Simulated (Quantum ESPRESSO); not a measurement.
## Hf3YO7F (input and log of a self-consistent run)

Computed values, not a measurement. The program is pw.x of Quantum ESPRESSO 7.5 (plane-wave density functional theory). The cell is made up: 12 atoms on a fluorite lattice, with randomly drawn elements, strain and displacements, not relaxed. PseudoDojo standard norm-conserving files (v0.5 for PBE, v0.4.1 for LDA and PBEsol) set the functional; there is no spin polarisation, spin-orbit coupling or dispersion term, and the masses in the input are unused placeholders.

The hafnium pseudopotential is less sure than the others, with forces about 3 percent (worst 6) and pressure in oxides about 1.5 GPa (worst 2.7) from a second method in checks, which no rerun with the same files tests.

Input:

```
&control calculation='scf', pseudo_dir='./dojo.nc.sr.pbe.v0_5.standard.upf', outdir='./o', disk_io='low', tprnfor=.true., tstress=.true. /
&system ibrav=0, nat=12, ntyp=4, nbnd=54, ecutwfc=105.61755193, nosym=.true., tot_charge=0,
 occupations='smearing', smearing='fd', degauss=0.0018374661
/
&electrons conv_thr=7.350e-09, electron_maxstep=60, /
ATOMIC_SPECIES
F 1.0 F.upf
Hf 1.0 Hf.upf
O 1.0 O.upf
Y 1.0 Y.upf
CELL_PARAMETERS angstrom
5.0874 0.0435 -0.0334
0.0435 5.0993 0.0806
-0.0334 0.0806 5.0584
ATOMIC_POSITIONS angstrom
Hf 0.0239 0.1567 0.0677
Y -0.0609 2.5926 2.7696
Hf 2.5277 0.0255 2.4925
Hf 2.5774 2.5355 0.1873
O 1.2762 1.3462 1.2939
O 1.2408 1.4438 3.7871
O 1.3454 3.9559 1.2701
F 1.4833 3.9115 3.9081
O 3.8331 1.3414 1.0831
O 3.7397 1.4643 3.7982
O 3.7174 3.7987 1.2333
O 3.7315 3.8946 3.7642
K_POINTS automatic
6 6 6 1 1 1
```

The log is shortened where brackets say so; the opening notice, blank lines, dates and the lines on written files are dropped, and the path of the files is cut. It prints rydbergs, bohrs and kilobars, and counts compression as positive stress. With no partly filled state, the Fermi energy that it prints is only some level between the filled and the empty states on the mesh, and need not lie in the true gap.

```
     Program PWSCF v.7.5
     Parallel version (MPI & OpenMP), running on       4 processor cores
     Number of MPI processes:                 4
     Threads/MPI process:                     1
     [start-up lines left out]
     bravais-lattice index     =            0
     lattice parameter (alat)  =       9.6144  a.u.
     unit-cell volume          =     885.2288 (a.u.)^3
     number of atoms/cell      =           12
     number of atomic types    =            4
     number of electrons       =        96.00
     number of Kohn-Sham states=           54
     kinetic-energy cutoff     =     105.6176  Ry
     charge density cutoff     =     422.4702  Ry
     scf convergence threshold =      7.3E-09
     mixing beta               =       0.7000
     number of iterations used =            8  plain     mixing
     Exchange-correlation= PBE
                           (   1   4   3   4   0   0   0)
     [axes and pseudopotential details left out]
   Cartesian axes
     site n.     atom                  positions (alat units)
         1        Hf     tau(   1) = (   0.0046976   0.0307998   0.0133066  )
         2        Y      tau(   2) = (  -0.0119701   0.5095824   0.5443722  )
         3        Hf     tau(   3) = (   0.4968261   0.0050121   0.4899075  )
         4        Hf     tau(   4) = (   0.5065948   0.4983592   0.0368143  )
         5        O      tau(   5) = (   0.2508405   0.2645992   0.2543195  )
         6        O      tau(   6) = (   0.2438825   0.2837827   0.7443645  )
         7        O      tau(   7) = (   0.2644419   0.7775426   0.2496415  )
         8        F      tau(   8) = (   0.2915465   0.7688156   0.7681474  )
         9        O      tau(   9) = (   0.7534059   0.2636557   0.2128862  )
        10        O      tau(  10) = (   0.7350479   0.2878120   0.7465462  )
        11        O      tau(  11) = (   0.7306648   0.7466445   0.2424084  )
        12        O      tau(  12) = (   0.7334362   0.7654939   0.7398634  )
     number of k points=   108  Fermi-Dirac smearing, width (Ry)=  0.0018
     Number of k-points >= 100: set verbosity='high' to print them.
     Dense  grid:   129843 G-vectors     FFT dimensions: (  64,  64,  64)
     Estimated max dynamical RAM per process >     582.23 MB
     Estimated total dynamical RAM >       2.18 GB
     Initial potential from superposition of free atoms
     starting charge      95.9899, renormalised to      96.0000
     Starting wfcs are   72 randomized atomic wfcs
     total cpu time spent up to now is       19.4 secs
     per-process dynamical memory:   503.6 Mb
     Self-consistent Calculation
     iteration #  1     ecut=   105.62 Ry     beta= 0.70
     Davidson diagonalization with overlap
     ethr =  1.00E-02,  avg # of iterations =  2.0
     total cpu time spent up to now is       48.4 secs
     total energy              =    -700.41696379 Ry
     estimated scf accuracy    <       4.34274486 Ry
     iteration #  2     ecut=   105.62 Ry     beta= 0.70
     Davidson diagonalization with overlap
     ethr =  4.52E-03,  avg # of iterations =  4.5
     total cpu time spent up to now is       89.7 secs
     total energy              =    -700.88339088 Ry
     estimated scf accuracy    <       7.40636256 Ry
     iteration #  3     ecut=   105.62 Ry     beta= 0.70
     Davidson diagonalization with overlap
     ethr =  4.52E-03,  avg # of iterations =  2.6
     total cpu time spent up to now is      125.0 secs
     total energy              =    -702.42405017 Ry
     estimated scf accuracy    <       0.15294519 Ry
     iteration #  4     ecut=   105.62 Ry     beta= 0.70
     Davidson diagonalization with overlap
     ethr =  1.59E-04,  avg # of iterations =  6.0
     total cpu time spent up to now is      171.3 secs
     total energy              =    -702.48688456 Ry
     estimated scf accuracy    <       0.08684845 Ry
     iteration #  5     ecut=   105.62 Ry     beta= 0.70
     Davidson diagonalization with overlap
     ethr =  9.05E-05,  avg # of iterations =  5.2
     total cpu time spent up to now is      209.2 secs
     total energy              =    -702.50065917 Ry
     estimated scf accuracy    <       0.00795392 Ry
     [iterations 6 to 9 left out]
     iteration # 10     ecut=   105.62 Ry     beta= 0.70
     Davidson diagonalization with overlap
     ethr =  8.88E-08,  avg # of iterations =  1.0
     total cpu time spent up to now is      395.9 secs
     total energy              =    -702.50345754 Ry
     estimated scf accuracy    <       0.00003604 Ry
     iteration # 11     ecut=   105.62 Ry     beta= 0.70
     Davidson diagonalization with overlap
     ethr =  3.75E-08,  avg # of iterations =  2.0
     total cpu time spent up to now is      427.0 secs
     total energy              =    -702.50345952 Ry
     estimated scf accuracy    <       0.00000450 Ry
     iteration # 12     ecut=   105.62 Ry     beta= 0.70
     Davidson diagonalization with overlap
     ethr =  4.68E-09,  avg # of iterations =  4.0
     total cpu time spent up to now is      464.4 secs
     total energy              =    -702.50346115 Ry
     estimated scf accuracy    <       0.00000013 Ry
     iteration # 13     ecut=   105.62 Ry     beta= 0.70
     Davidson diagonalization with overlap
     ethr =  1.40E-10,  avg # of iterations =  2.9
     total cpu time spent up to now is      498.2 secs
     total energy              =    -702.50346116 Ry
     estimated scf accuracy    <       0.00000004 Ry
     iteration # 14     ecut=   105.62 Ry     beta= 0.70
     Davidson diagonalization with overlap
     ethr =  3.79E-11,  avg # of iterations =  2.9
     total cpu time spent up to now is      531.0 secs
     End of self-consistent calculation
     Number of k-points >= 100: set verbosity='high' to print the bands.
     the Fermi energy is    13.9073 ev
!    total energy              =    -702.50346116 Ry
     estimated scf accuracy    <          2.5E-09 Ry
     smearing contrib. (-TS)   =       0.00000000 Ry
     internal energy E=F+TS    =    -702.50346116 Ry
     The total energy is F=E-TS. E is the sum of the following terms:
     one-electron contribution =    -114.75553247 Ry
     hartree contribution      =     118.12575587 Ry
     xc contribution           =    -172.49002221 Ry
     ewald contribution        =    -533.38366235 Ry
     convergence has been achieved in  14 iterations
     Forces acting on atoms (cartesian axes, Ry/au):
     atom    1 type  2   force =    -0.03239566    0.00257562    0.00877978
     atom    2 type  4   force =    -0.00610917    0.05010386   -0.16984073
     atom    3 type  2   force =     0.06120265    0.03868393   -0.05045220
     atom    4 type  2   force =     0.00529199    0.00266930   -0.04153067
     atom    5 type  3   force =     0.00738102   -0.01451643   -0.01720653
     atom    6 type  3   force =     0.05458626   -0.12691115    0.08985468
     atom    7 type  3   force =    -0.04738020    0.01448013    0.01763382
     atom    8 type  1   force =    -0.09150544    0.03602406   -0.01855035
     atom    9 type  3   force =     0.02094465   -0.08364297    0.10884279
     atom   10 type  3   force =    -0.04774245   -0.10872192    0.00382670
     atom   11 type  3   force =     0.04696427    0.08899185    0.01403998
     atom   12 type  3   force =     0.02876209    0.10026372    0.05460271
     Total force =     0.374374     Total SCF correction =     0.000094
     Computing stress (Cartesian axis) and pressure
          total   stress  (Ry/bohr**3)                   (kbar)     P=      185.45
   0.00140055  -0.00042710   0.00006102          206.03      -62.83        8.98
  -0.00042710   0.00109967  -0.00041483          -62.83      161.77      -61.02
   0.00006102  -0.00041483   0.00128187            8.98      -61.02      188.57
     init_run     :     18.22s CPU     19.22s WALL (       1 calls)
     electrons    :    507.76s CPU    511.72s WALL (       1 calls)
     forces       :      6.44s CPU      6.51s WALL (       1 calls)
     stress       :     21.50s CPU     22.36s WALL (       1 calls)
     [timing details left out]
     PWSCF        :   9m14.16s CPU   9m20.29s WALL
     JOB DONE.
```

In other units: free energy -9558.047 eV for the cell, pressure 18.55 GPa, largest force component 4.367 eV/Å. This run is the check on a run of the same cell at a cutoff of 1143 eV and k mesh 4 x 4 x 4: rerunning at a cutoff of 1437 eV and k mesh 6 x 6 x 6 moved values by no more than 0.003 eV in energy, 0.04 GPa in stress and 0.002 eV/Å in force.